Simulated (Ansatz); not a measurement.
InGaAs$_{2}$:
```cif
data_As2GaIn
_chemical_formula_sum 'In1 Ga1 As2'
_space_group_name_H-M_alt 'P 1'
_space_group_IT_number 1
_cell_length_a 4.14315
_cell_length_b 4.14315
_cell_length_c 5.90468
_cell_angle_alpha 90.000
_cell_angle_beta 90.000
_cell_angle_gamma 90.000
loop_
_space_group_symop_operation_xyz
  'x, y, z'
loop_
_atom_site_label
_atom_site_type_symbol
_atom_site_fract_x
_atom_site_fract_y
_atom_site_fract_z
_atom_site_occupancy
In1 In 0.00000 0.00000 0.50000 1
Ga1 Ga 0.50000 0.50000 0.00000 1
As1 As 0.50000 0.00000 0.76974 1
As2 As 0.00000 0.50000 0.23026 1
```

Relaxed with PBEsol. Plane-wave PAW PBEsol (Ansatz code) gives no gap.

**Question.** What gap does HSE06 give on the same cell (Ansatz, PAW)?

**Answer.** 0.69 eV. The hybrid was solved on a coarser mesh and at special points; the gap given is the minimum over both. On such a mesh it can open a false gap in a semimetal.

```tsv
k	v1 PBEsol	c1 PBEsol	v1 HSE06	c1 HSE06
Γ	0.00	0.00	0.00	0.69
Z	-1.24	1.84	…	…
M	-2.35	1.36	…	…
A	-3.12	4.20	…	…
R	-0.76	0.54	…	…
X	-0.86	2.01	-0.93	2.84
```

**Question.** Top valence (v1) and lowest conduction level (c1) in eV from each method's valence maximum (which need not be a listed point): supply the withheld HSE06 values.

**Answer.** 
- A, v1 HSE06: -3.33
- A, c1 HSE06: 5.13
- Z, v1 HSE06: -1.33
- Z, c1 HSE06: 2.60
- R, v1 HSE06: -0.83
- R, c1 HSE06: 1.31
- M, v1 HSE06: -2.54
- M, c1 HSE06: 2.04

Cost on shared cores: the PBEsol run (SCF on a 10×10×7 mesh, then bands and DOS) around 60 core-seconds (rough), the HSE06 run (SCF on 5×5×4, then a few points) about 2.6 core-minutes (a rough figure); the tasks are unlike.

Space group P-4m2. The workflow started from a Materials Project entry (that database holds measured and hypothetical structures alike); the Crystallography Open Database copy checked does not list it. With In and Ga taken as one species the cell has the higher symmetry F-43m, so it may be an ordered model of a mixed-site phase. Its standing as an ambient phase is unchecked. The cell was relaxed with PBEsol under the symmetry of its start; whether a distortion lowers the energy is not shown. Scalar-relativistic: spin–orbit coupling is off unless named, which matters more the heavier the elements.

Potentials: the later of the program's two PAW sets.
